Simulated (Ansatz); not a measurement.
A trial cell of Zr2AlN3, before relaxation:

```
Zr Al N
1.0
     3.38054    0.00000    0.00000
    -1.69027    2.92764    0.00000
     0.00000    0.00000   16.22726
Zr Al N
4 2 6
Direct
  0.33333 0.66667 0.00000
  0.33333 0.66667 0.33333
  0.66667 0.33333 0.50000
  0.66667 0.33333 0.83333
  0.33333 0.66667 0.66667
  0.66667 0.33333 0.16667
  0.33333 0.66667 0.12667
  0.33333 0.66667 0.46000
  0.33333 0.66667 0.79333
  0.66667 0.33333 0.29333
  0.66667 0.33333 0.62667
  0.66667 0.33333 0.96000
```

All numbers below come from Ansatz, DFT PBE, scalar-relativistic, plane waves, PAW. Cutoff 420 eV, Gaussian smearing, Γ-centred meshes. Cell and atoms relax first on a coarse mesh and then on a finer one. In between, the cell is made exact in the group found at 0.06 Å. In metals the finer mesh still leaves noise of several meV/atom or more. The steps can't lower the symmetry of their start. No spin polarisation.

A guess keeps its type if space group and coordination stay and the shape of the cell changes little (axis ratios within about 15 %, angles within 6°); the volume may change.

Question: Does this structure survive the relaxation?

Answer: It keeps its type. The symmetry stays P6_3mc (No. 186). The volume per atom grows by 3.9 %, from 13.4 to 13.9 Å³. The shortest distance goes from 2.06 Å (Al–N and Zr–N) to 1.90 Å (Al–N). The ratio c/a of the conventional cell changes by a factor of 1.02. Counting neighbours within 15 % of an atom's shortest distance, the start has Al 4, N 4, Zr 4 and the end Al 4, N 4, Zr 4.

The last run used a 12×12×4 mesh (in the run's order of axes) for its 12-atom cell and Gaussian smearing of 0.10 eV. The cell is a metal run without spin; a magnetic state may lie lower. Symmetry constrained the relaxation, so the result can be a saddle point. Another cell of Zr2AlN3 relaxed alike, in P-3m1, lies 244 meV/atom lower, so this cell isn't the stable form at this level.
